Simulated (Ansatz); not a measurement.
An Ansatz input:

```yaml
crystal:
  lattice:
    - [2.9970132647, 0.0, 0.0]
    - [-1.4985066324, 2.5954896227, 0.0]
    - [0.0, 0.0, 4.8889619042]
  atoms:
    - { symbol: Li, position: [0.3333333333, 0.6666666667, 0.25] }
    - { symbol: Li, position: [0.6666666667, 0.3333333333, 0.75] }
hamiltonian:
  xc: lda
  pseudopotentials:
    kind: paw_fr
    azcp:
      Li: "pseudopotentials/Li.paw.azcp"
basis:
  ecutwfc: 420
  fft_grid_basis: typed
kpoints:
  mp_grid: { grid: [12, 12, 7], shift: [0, 0, 0] }
magnetization:
  noncollinear: true
  spin_orbit: true
scf:
  occupations: { method: fermi_dirac, width: 0.1 }
output:
  write_density: true
  write_potential: true
  elf: true
  volumetric_format: npy
```

Terminal output

```
Warning: the record states the generating functional pbe (its physics header spells it `PBE`), which answers neither for hamiltonian.xc's functional nor for the lda family's — results may be inconsistent (PPs are generated against a specific XC)
Engine: ansatz 0.2.0, x86_64-unknown-linux-gnu
Pseudopotentials: kind: paw_fr
Pseudopotential: Li, paw_fr, valence charge 3, recommended cutoff 420 eV (normal) 
Functional definition: SPW92
  exchange = slater_x
  correlation = pw_c
non-collinear run that drives no moment, with spin-orbit: no starting moment large enough to seed its density (crystal.atoms[].spin), no starting occupations that ask for one, no magnetisation constraint and no magnetic field, so the semilocal B_xc is pinned to zero
Crystal: 2 atoms, lattice volume = 38.030 Å³
Basis set: ecut = 420 eV, 713 PW (Γ)
Bands: 14, of which v1, the nominal top of the filled ones, is band 6 counted from 1 (5 counted from 0)
Symmetry: 24 space group operations + 24 with time reversal
Magnetic group: BNS 194.264 (UNI 1494), of the structure as read, at distance tolerance 3.4e-5 Å
k-points: 76 of 1008
Projection manifold: j_resolved (fully-relativistic pseudo-atomic orbitals)
Non-local potential: Li, projectors of the file, l = 0: 3, l = 1: 4, l = 2: 2
PAW form: soft (Blöchl's): semilocal exchange-correlation on the pseudo side does not see the compensation charge
PAW one-centre angular grid: Li, 110 points (default); XC on 64 Gauss nodes
Initial density: superposition of atomic densities (chi_scale 0.1, normalization cell)
Initial wavefunctions: pseudopotential atomic-orbital guess
Functional: x = slater, c = lda
SCF iter   1: F=—  HF=-403.313732 eV  |F-HF|=—  |Δ(HF+E_count)|=         —  Δρ=7.31e-3  dr2=1.35e-2  dr2_m=0.00e0 (ungated)  ethr=3.10e-3  |M|=0.00e0 ∫|m|=0.00e0 μB  |m|>n=0.0e0 m-floor=0.0e0 τ_xc=0.0e0  β_m=0.30  ⟨swp⟩=3.9  Hψ=2424  notcnv=0  defer=10
SCF iter   2: F=—  HF=-403.306127 eV  |F-HF|=—  |Δ(HF+E_count)|=   7.61e-3  Δρ=5.21e-3  dr2=7.74e-3  dr2_m=0.00e0 (ungated)  ethr=2.25e-4  |M|=0.00e0 ∫|m|=0.00e0 μB  |m|>n=0.0e0 m-floor=0.0e0 τ_xc=0.0e0  β_m=0.61  ⟨swp⟩=1.2  Hψ=851  notcnv=0  defer=22
SCF iter   3: F=—  HF=-403.299584 eV  |F-HF|=—  |Δ(HF+E_count)|=   6.54e-3  Δρ=5.91e-4  dr2=1.75e-4  dr2_m=0.00e0 (ungated)  ethr=1.29e-4  |M|=0.00e0 ∫|m|=0.00e0 μB  |m|>n=0.0e0 m-floor=0.0e0 τ_xc=0.0e0  β_m=0.80  ⟨swp⟩=2.0  Hψ=876  notcnv=0  defer=22
SCF iter   4: F=—  HF=-403.299569 eV  |F-HF|=—  |Δ(HF+E_count)|=   1.57e-5  Δρ=1.56e-5  dr2=3.04e-8  dr2_m=0.00e0 (ungated)  ethr=1.67e-9  |M|=0.00e0 ∫|m|=0.00e0 μB  |m|>n=0.0e0 m-floor=0.0e0 τ_xc=0.0e0  β_m=0.89  ⟨swp⟩=4.9  Hψ=2161  notcnv=0
SCF iter   5: F=-403.299569 eV  HF=-403.299569 eV  |F-HF|=5.98e-10  |Δ(HF+E_count)|=   4.33e-8  Δρ=1.66e-6  dr2=4.14e-10  dr2_m=0.00e0 (ungated)  ethr=5.06e-10  |M|=0.00e0 ∫|m|=0.00e0 μB  |m|>n=0.0e0 m-floor=0.0e0 τ_xc=0.0e0  ⟨swp⟩=1.0  Hψ=1305  notcnv=0
SCF 1 converged in 5 iterations: F = -403.299569 eV  dr2 = 4.14e-10
SCF converged after 5 iterations
Magnetization: |M| = 0.0000 μB,  M = (+0.0000, +0.0000, +0.0000) μB
Absolute magnetization: 0.0000 μB (∫|m|)
  site 0: m = (+0.0000, +0.0000, +0.0000) μB, |m| = 0.0000 μB  (R = 1.24 Å)
  site 1: m = (+0.0000, +0.0000, +0.0000) μB, |m| = 0.0000 μB  (R = 1.24 Å)
Free energy (F): -403.299569 eV
Harris-Foulkes:  -403.299569 eV  (|F-HF|=5.98e-10)
Internal energy: -403.269270 eV  (E = F + TS)
E sigma→0 (E₀):  -403.284419 eV
Entropy (-TS):   -0.030299 eV (-15.149 meV/atom)
Fermi energy:    1.099348 eV
--- Per-component energies (eV) ---
  E_band       = -178.021544
  E_kinetic    = 42.782267
  E_local      = -259.613355  (includes V_loc(G=0)·N_el)
  E_nonlocal   = -66.121634
  E_hartree    = 76.745412
  E_xc         = -19.881840
  E_vxc        = -25.908595  (∫ρ·V_xc dr)
  E_paw        = -36.946696  (= ΣΔE_a)
  E_vpaw       = -22.650925  (= ΣTr[D̂ρ^β])
  E_aug_tail   = 0.000011  (compensation charges beyond the density's cutoff)
  E_ewald      = -140.233433
  E_smearing   = -0.030299  (= −TS)
  E_closure    = -0.000000  (closes the sum)
  Σ components = -403.299569   (vs F -403.299569, Δ=0.00e0)
--- Band table (eV; the first three rows and the last of 76) ---
  k-point 0: bands = ["-44.3926", "-44.3926", "-44.3666", "-44.3666", "-2.4736", "-2.4736", "1.0591", "1.0591", "4.2822", "4.2822", "13.9048", "13.9048", "13.9056", "13.9056"]
  k-point 1: bands = ["-44.3913", "-44.3913", "-44.3678", "-44.3678", "-2.3820", "-2.3820", "0.6035", "0.6035", "4.9657", "4.9657", "13.9961", "13.9961", "13.9969", "13.9969"]
  k-point 2: bands = ["-44.3877", "-44.3877", "-44.3715", "-44.3715", "-2.1070", "-2.1070", "-0.2292", "-0.2292", "6.4773", "6.4773", "12.7801", "12.7801", "14.2569", "14.2569"]
  k-point 75: bands = ["-44.3604", "-44.3604", "-44.3604", "-44.3604", "3.3119", "3.3119", "3.3121", "3.3121", "3.5400", "3.5400", "4.4050", "4.4050", "7.7374", "7.7374"]
```
